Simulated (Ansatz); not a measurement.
According to plane-wave PAW PBE (Ansatz code), C in the orthorhombic phase (Ibam; C on 8j, C on 4a) relaxes to a = 2.664 Å, b = 5.558 Å, c = 4.667 Å.

The Kohn–Sham gap is 2.87 eV (smallest direct gap 2.89 eV). The electron mass is 0.56, 1.3, 5.9 mₑ (principal values). The hole mass is 0.45, 0.54, 1.2 mₑ (principal values).

The bulk modulus is 3700 kbar.

The start of the workflow was typed in or built on a structure type; neither database checked (COD, Materials Project) lists it. It is not the phase usual at ambient conditions (space group No. 194, 227). Symmetry was held in the PBE relaxation; whether a distortion lowers the energy is not shown. The volume moved by 20 % from the start of the relaxation.

Potentials: the later of the program's two PAW sets.
